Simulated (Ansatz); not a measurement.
Structures of Re3Pb: which is lowest?

Plane-wave DFT in Ansatz with scalar-relativistic PAW potentials, cutoff 420 eV, Γ-centred meshes chosen by cell and gap, Gaussian smearing with energies taken to zero width. Every cell was relaxed (cell and atoms) in a run of its own, within the symmetry of its start. Functional: PBE.

Relaxed structures (starts from databases or built by putting these elements on another compound's sites):
A. Pm-3m, 4 atoms in the computed cell, a = 4.072 Å; sites (symmetry × multiplicity) Re 4/mm.m × 3, Pb m-3m × 1; start: built
B. I4/mmm, 4 atoms in the computed cell, a = 3.955 Å, c = 8.552 Å; sites (symmetry × multiplicity) Re -4m2 × 4 + 4/mmm × 2, Pb 4/mmm × 2; start: built

Q: Rank them by energy. Could pressure change the order?

A:
```tsv
structure	group	E − E(lowest) (meV/atom)	V (Å³/atom)	gap on mesh (eV)
B	I4/mmm	0.0	16.72	0.00
A	Pm-3m	193	16.88	0.00
```

B is lowest, 193 meV/atom under A. The lowest is also the densest of these, so pressure wouldn't bring one of the others in at first order. Other structures may lie lower than all of these, and vibrations aren't counted.

Spin-orbit coupling is left out, which matters for the bands of heavy elements. For Tl, Pb and Bi spin-orbit coupling shifts energies too.